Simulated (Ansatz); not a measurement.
Here is the system:

GaSe:
```cif
data_Ga6Se6
_chemical_formula_sum 'Ga6 Se6'
_space_group_name_H-M_alt 'R3m :H'
_space_group_IT_number 160
_space_group_name_Hall 'R 3 -2"'
_cell_length_a 3.71439
_cell_length_b 3.71439
_cell_length_c 23.45100
_cell_angle_alpha 90.000
_cell_angle_beta 90.000
_cell_angle_gamma 120.000
loop_
_atom_site_label
_atom_site_type_symbol
_atom_site_symmetry_multiplicity
_atom_site_Wyckoff_symbol
_atom_site_fract_x
_atom_site_fract_y
_atom_site_fract_z
_atom_site_occupancy
Ga1 Ga 3 a 0.00000 0.00000 0.05144 1
Ga2 Ga 3 a 0.00000 0.00000 0.94892 1
Se1 Se 3 a 0.00000 0.00000 0.76756 1
Se2 Se 3 a 0.00000 0.00000 0.56606 1
```
(The calculation used a cell of 4 atoms; values per cell refer to that cell.)

This is the LDA-relaxed structure.

All from LDA in the plane-wave PAW code Ansatz, unless another level is named. Predict the electron effective mass.

0.083, 0.11, 0.11 mₑ (principal values).

And the hole effective mass?

0.071, 1.4, 1.4 mₑ (principal values).

Predict the formation energy from the elements (no fitted shifts).

-0.55 eV/atom.

Give the valence-band maximum.

at T.

The first step of the workflow began from a Materials Project structure, measured or hypothetical; the Crystallography Open Database copy checked does not list it. It is not the phase usual at ambient conditions (space group No. 194). The cell was relaxed with LDA under the symmetry of its start; its stability against distortions is not shown here. A crystal of weakly bound layers computed without a dispersion correction: the cell and the soft elastic constants depend strongly on that. The references are the lowest solids computed at this level, not always the standard phases. Scalar-relativistic: spin–orbit coupling is off unless named, which matters more the heavier the elements.

Potentials: the earlier of the program's two PAW sets. The files were generated under PBE; for other functionals the program regenerates the frozen cores, and for LDA and PBEsol the local potential too.

Edges and masses are those of Kohn–Sham bands, whose gap is no quasiparticle gap.
